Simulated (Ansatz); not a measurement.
**PIr2: stiffness from a series of strains**

```xyz
3
Lattice="0.0000 2.7675 2.7675 2.7675 0.0000 2.7675 2.7675 2.7675 0.0000" Properties=species:S:1:pos:R:3 pbc="T T T"
P     0.0000    0.0000    0.0000
Ir    1.3838    1.3838    1.3838
Ir    4.1513    4.1513    4.1513
```

Atoms are numbered in the order listed.

The geometry is COD entry 1011371, unchecked; take it as a test cell.

Spin polarisation is left out, and whether a magnetic state lies lower isn't shown here.

No spin–orbit coupling, which matters for the heavy atoms here.

Level of theory: Ansatz 0.2.0, DFT, LDA, all-electron LAPW, scalar-relativistic.

Settings: a Γ-centred 11×11×11 k mesh, Fermi–Dirac smearing of 0.05 eV, basis error target 1 meV/atom, no spin polarisation.

The strain is applied along the Cartesian axes of the cell as listed (the other components stay zero). Fractional coordinates are held (clamped ions).

σ is the change of stress from the unstrained cell, which is at -4.79 GPa; tension is positive, so slopes are stress–strain coefficients at that pressure. In a metal the k mesh adds noise.

Only quantities that a quadratic follows smoothly over the whole series are listed; rougher ones are left out.

```tsv
εzz	σzz (GPa)	σxx (GPa)
-0.0200	-13.52	-2.83
0.0000	0.00	0.00
0.0100	5.85	1.29
0.0200	11.15	2.51
```

Question: Fit the series and read off the stiffness at zero strain.

Answer: Least-squares fits y = p0 + p1 x + p2 x² to the rows give σzz (GPa): p1 = 617, p2 = -2900; σxx (GPa): p1 = 133, p2 = -400. So C11 = 617 GPa and C12 = 133 GPa, which gives B = (C11 + 2 C12)/3 = 294 GPa.

Question: One run, at εzz = -0.0100, is withheld. Predict its row.

Answer: The fits give -6.47, -1.38; the run gave -6.44, -1.37.
